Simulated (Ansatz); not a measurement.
KBr (rock salt, Fm-3m), r²SCAN in the plane-wave PAW code Ansatz: ε∞ = 2.44, cell volume 72.16 Å³. Infrared-active transverse modes:

```csv
ω_TO (cm⁻¹),oscillator strength S_xx (e²/amu)
115.9,0.04664
```

### Question
Compute the static dielectric constant.

### Answer
Each mode adds (4.921e7/V) S/ω²: 2.37. So ε0 = 4.81.

### Question
What LO frequency does the Lyddane–Sachs–Teller relation give?

### Answer
ω_LO = ω_TO √(ε0/ε∞) = 163 cm⁻¹.

The cell was relaxed with r²SCAN under the symmetry of its start; phonons on a q-mesh show no instability. Spin–orbit coupling is left out wherever it is not named.

Potentials: the later of the program's two PAW sets.
